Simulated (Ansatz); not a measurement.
NbP, first-principles data

NbP:
```
CELL_PARAMETERS angstrom
     -1.66992     1.66992     5.72493
      1.66992    -1.66992     5.72493
      1.66992     1.66992    -5.72493
ATOMIC_POSITIONS crystal
  Nb 0.99944 0.99944 0.00000
  Nb 0.74944 0.24944 0.50000
  P  0.41656 0.41656 0.00000
  P  0.16656 0.66656 0.50000
```

Space group I4_1md (No. 109); conventional cell a = b = 3.3398 Å, c = 11.4499 Å, α = β = γ = 90.00°.

Method: r²SCAN (plane waves, PAW; program Ansatz). The cell and atoms are relaxed at this level. Other levels are named where they apply.

### Cell and energy

| Property | Result |
|---|---|
| Volume per atom | 15.96 Å³ |
| Density | 6.44 g/cm³ |
| Formation energy from the elements (no fitted shifts) | -1108 meV/atom |

### Electronic structure

| Property | Value |
|---|---|
| Electronic character | no gap, with almost no states at the Fermi level (zero-gap or semimetallic) |
| Density of states at the Fermi level | 0.03 states/eV per atom (mean over ±0.08 eV) |
| Gap with spin–orbit coupling | none (metallic) |

### Mechanics

| Item | Result |
|---|---|
| Bulk modulus (Birch–Murnaghan fit) | 193 GPa |
| Pressure derivative B′ | 4.1 |

### Charges

| Item | Result |
|---|---|
| Bader charges | Nb +1.23, P -1.23 e |

The cell was relaxed with r²SCAN under the symmetry of its start. No spin polarisation was allowed. A small band overlap can be real or an error of a semilocal functional. The references are the lowest solids computed at this level, not always the standard phases. Scalar-relativistic: spin–orbit coupling is off unless named, which matters more the heavier the elements.

Potentials: the later of the program's two PAW sets.
